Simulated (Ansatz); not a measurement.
Here is the system:

Li:
```cif
data_Li9
_chemical_formula_sum 'Li9'
_space_group_name_H-M_alt 'R-3m :H'
_space_group_IT_number 166
_space_group_name_Hall '-R 3 2"'
_cell_length_a 3.09477
_cell_length_b 3.09477
_cell_length_c 22.75803
_cell_angle_alpha 90.000
_cell_angle_beta 90.000
_cell_angle_gamma 120.000
loop_
_atom_site_label
_atom_site_type_symbol
_atom_site_symmetry_multiplicity
_atom_site_Wyckoff_symbol
_atom_site_fract_x
_atom_site_fract_y
_atom_site_fract_z
_atom_site_occupancy
Li1 Li 6 c 0.00000 0.00000 0.22224 1
Li2 Li 3 a 0.00000 0.00000 0.00000 1
```
(The calculation used a cell of 3 atoms; values per cell refer to that cell.)

This is the r²SCAN-relaxed structure.

Task: All from r²SCAN in the plane-wave PAW code Ansatz, unless another level is named. Give the bulk modulus (Birch–Murnaghan fit).

Result: 13.0 GPa.

Task: Next, the highest zone-centre frequency?

Result: 283 cm⁻¹.

The first step of the workflow began from a Materials Project structure, measured or hypothetical; the Crystallography Open Database files this formula in space group No. 166, but the cells were not matched. It is not the phase usual at ambient conditions (space group No. 229). Symmetry was held in the r²SCAN relaxation; its stability against distortions is not shown here. As this level gives no gap, phonon frequencies hold no LO–TO term and depend on the k-mesh and smearing (Fermi–Dirac, 0.1 eV here).

Potentials: the earlier of the program's two PAW sets.
